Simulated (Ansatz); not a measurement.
HfO2:
```cif
data_Hf8O16
_chemical_formula_sum 'Hf8 O16'
_space_group_name_H-M_alt 'P 1'
_space_group_IT_number 1
_cell_length_a 5.06356
_cell_length_b 10.01259
_cell_length_c 5.23008
_cell_angle_alpha 90.000
_cell_angle_beta 90.000
_cell_angle_gamma 90.000
loop_
_space_group_symop_operation_xyz
  'x, y, z'
loop_
_atom_site_label
_atom_site_type_symbol
_atom_site_fract_x
_atom_site_fract_y
_atom_site_fract_z
_atom_site_occupancy
Hf1 Hf 0.75466 0.11550 0.46495 1
Hf2 Hf 0.24534 0.88450 0.53505 1
Hf3 Hf 0.74534 0.88450 0.96495 1
Hf4 Hf 0.25466 0.11550 0.03505 1
Hf5 Hf 0.25466 0.38450 0.53505 1
Hf6 Hf 0.74534 0.61550 0.46495 1
Hf7 Hf 0.24534 0.61550 0.03505 1
Hf8 Hf 0.75466 0.38450 0.96495 1
O1 O 0.99764 0.47711 0.26150 1
O2 O 0.00236 0.52289 0.73850 1
O3 O 0.50236 0.52289 0.76150 1
O4 O 0.49764 0.47711 0.23850 1
O5 O 0.49764 0.02289 0.73850 1
O6 O 0.50236 0.97711 0.26150 1
O7 O 0.00236 0.97711 0.23850 1
O8 O 0.99764 0.02289 0.76150 1
O9 O 0.62749 0.28984 0.62580 1
O10 O 0.37251 0.71016 0.37420 1
O11 O 0.87251 0.71016 0.12580 1
O12 O 0.12749 0.28984 0.87420 1
O13 O 0.12749 0.21016 0.37420 1
O14 O 0.87251 0.78984 0.62580 1
O15 O 0.37251 0.78984 0.87420 1
O16 O 0.62749 0.21016 0.12580 1
```

Relaxed with r²SCAN.

**Question.** Tabulate the valence density and the electron localisation function along the shortest Hf–O contact (2.04 Å), r²SCAN in the plane-wave PAW code Ansatz.

**Answer.** 

```csv
distance from Hf (Å),density (e/Å³),ELF
0.20,44.87,0.85
0.31,31.68,0.85
0.41,19.79,0.85
0.51,11.10,0.83
0.61,5.73,0.77
0.71,2.83,0.64
0.82,1.47,0.43
0.92,0.93,0.26
1.02,0.77,0.20
1.12,0.79,0.31
1.23,0.98,0.57
1.33,1.36,0.77
1.43,2.02,0.82
1.53,3.05,0.81
1.63,4.43,0.75
1.74,5.98,0.62
1.84,7.38,0.44
```

The density is the valence pseudo-density with augmentation charge, so density and ELF within about 1 Å of a nucleus are not all-electron values.

Space group Pbca. The workflow started from a Materials Project entry (that database holds measured and hypothetical structures alike); the Crystallography Open Database files this formula in space group No. 61, but the cells were not matched. It is not the phase usual at ambient conditions (space group No. 14, 29). The cell was relaxed with r²SCAN under the symmetry of its start; whether a distortion lowers the energy is not shown. The run is not spin-polarised. Spin–orbit coupling is left out wherever it is not named.

Potentials: the earlier of the program's two PAW sets.
